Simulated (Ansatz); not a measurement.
# BaSeO₄: ¹³⁵Ba nuclear quadrupole resonance

Cell: a refined structure from the COD, its atoms then relaxed with PBE in this cell.

```yaml
crystal:
  lattice:
    - [8.99300, 0.00000, 0.00000]
    - [0.00000, 5.67500, 0.00000]
    - [0.00000, 0.00000, 7.34900]
  atoms:
    - { symbol: Ba, position: [0.18127, 0.25000, 0.15915] }
    - { symbol: Ba, position: [0.31873, 0.75000, 0.65915] }
    - { symbol: Ba, position: [0.68127, 0.25000, 0.34085] }
    - { symbol: Ba, position: [0.81873, 0.75000, 0.84085] }
    - { symbol: Se, position: [0.06534, 0.25000, 0.68488] }
    - { symbol: Se, position: [0.43466, 0.75000, 0.18488] }
    - { symbol: Se, position: [0.56534, 0.25000, 0.81512] }
    - { symbol: Se, position: [0.93466, 0.75000, 0.31512] }
    - { symbol: O, position: [0.90001, 0.25000, 0.58703] }
    - { symbol: O, position: [0.59999, 0.75000, 0.08703] }
    - { symbol: O, position: [0.40001, 0.25000, 0.91297] }
    - { symbol: O, position: [0.09999, 0.75000, 0.41297] }
    - { symbol: O, position: [0.20596, 0.25000, 0.53844] }
    - { symbol: O, position: [0.29404, 0.75000, 0.03844] }
    - { symbol: O, position: [0.70596, 0.25000, 0.96156] }
    - { symbol: O, position: [0.79404, 0.75000, 0.46156] }
    - { symbol: O, position: [0.08085, 0.01275, 0.81823] }
    - { symbol: O, position: [0.41915, 0.98725, 0.31823] }
    - { symbol: O, position: [0.58085, 0.48725, 0.68177] }
    - { symbol: O, position: [0.91915, 0.51275, 0.18177] }
    - { symbol: O, position: [0.91915, 0.98725, 0.18177] }
    - { symbol: O, position: [0.58085, 0.01275, 0.68177] }
    - { symbol: O, position: [0.41915, 0.51275, 0.31823] }
    - { symbol: O, position: [0.08085, 0.48725, 0.81823] }
```

Atom numbers follow the list; atoms alike are taken as one site, whose name carries the number of the first.

All values are calculated (Ansatz; DFT, PBE, plane waves and PAW, with spin–orbit coupling, 420 eV cutoff, Γ-centred 3×4×3 k-points, Fermi–Dirac smearing 0.02 eV), not measured.

¹³⁵Ba: I = 3/2, Q = 153.0 mb (year-2017 value). Static lattice, zero field.

Question: At which frequencies do the ¹³⁵Ba NQR lines lie?

Answer: For I = 3/2 there is one line, ν = (|C_Q|/2)(1 + η²/3)^½.

```
site       atoms  V_zz (10²¹ V/m²)  C_Q (MHz)     η  line frequencies (MHz)
  Ba  1, 2, 3, 4              6.96       25.7  0.97                    14.8
```

Question: And for ¹³⁷Ba (I = 3/2, Q = 236.0 mb) on Ba?

Answer: C_Q scales with Q to 39.7 MHz, with lines at 22.8 MHz.
